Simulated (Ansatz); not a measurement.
What moves the field gradients of Sb2Se3?

Cell of run 1: a COD entry, atoms as given.

Space group Pnma (No. 62); a = 11.7700, b = 3.9620, c = 11.6200 Å.

| site | Wyckoff | site symmetry | x | y | z |
| --- | --- | --- | --- | --- | --- |
| Sb1 | 4c | .m. | 0.0305 | 0.2500 | 0.3280 |
| Sb5 | 4c | .m. | 0.1478 | 0.7500 | 0.0397 |
| Se9 | 4c | .m. | 0.0534 | 0.2500 | 0.8732 |
| Se13 | 4c | .m. | 0.1302 | 0.7500 | 0.4434 |
| Se17 | 4c | .m. | 0.2132 | 0.2500 | 0.1935 |

One atom of each set is listed.

Relaxed positions (PBE, cell held):

Sb1 (0.0256, 0.2500, 0.3284)
Sb5 (0.1488, 0.7500, 0.0391)
Se9 (0.0554, 0.2500, 0.8689)
Se13 (0.1289, 0.7500, 0.4475)
Se17 (0.2152, 0.2500, 0.1958)

All runs are DFT with Ansatz 0.2.0 (plane waves and PAW, scalar-relativistic unless spin–orbit coupling is named, Γ-centred meshes, Fermi–Dirac smearing where given) in this cell.

Run 1: PBE, atoms as given; 420 eV, 3×7×3 k-points, smearing 0.02 eV.
Run 2: PBE, atoms relaxed; 420 eV, 3×7×3 k-points, smearing 0.02 eV.
Run 3: r2SCAN, at the relaxed atoms; 500 eV, 3×7×3 k-points, smearing 0.02 eV.
Run 4: PBE, at the relaxed atoms; 550 eV, 3×7×3 k-points, smearing 0.02 eV.

| run | Sb1 V_zz (η) | Sb5 V_zz (η) | Se9 V_zz (η) | Se13 V_zz (η) |
| --- | --- | --- | --- | --- |
| 1 | -13.00 (0.42) | -17.35 (0.01) | 16.66 (0.82) | -28.6 (0.25) |
| 2 | -10.43 (0.50) | -13.74 (0.02) | 15.27 (0.95) | -26.4 (0.12) |
| 3 | ? | ? | ? | ? |
| 4 | -10.42 (0.50) | -13.75 (0.02) | 15.26 (0.95) | -26.4 (0.12) |

V_zz in 10²¹ V/m²; 4 of the 5 sets of like atoms are followed.

Problem. Estimate the row of run 3.

Solution. Sb1: -11.58 (0.49); Sb5: -15.33 (0.04); Se9: 16.53 (0.89); Se13: -27.8 (0.14). It lies nearest to run 4, from whose tensors on these sites it differs by 1.59 at most (largest principal value of the difference, on Sb5). Taken one at a time, the positions of the atoms (as given or relaxed) move the tensors on these sites by up to 3.82 (largest principal value of the change, on Sb5), the functional (r2SCAN with its higher cutoff) by 1.59 (Sb5), the cutoff by 0.01.

Without spin–orbit coupling (the program notes it for Sb) the gradients can shift somewhat, as the gap is small. With these PAW files V_zz is typically within 2 to 3 % of all-electron values, but misses above 10 % occur on Sb. In runs 1, 3 the atoms aren't at the calculated equilibrium (largest force 0.44, 0.32 eV/Å).
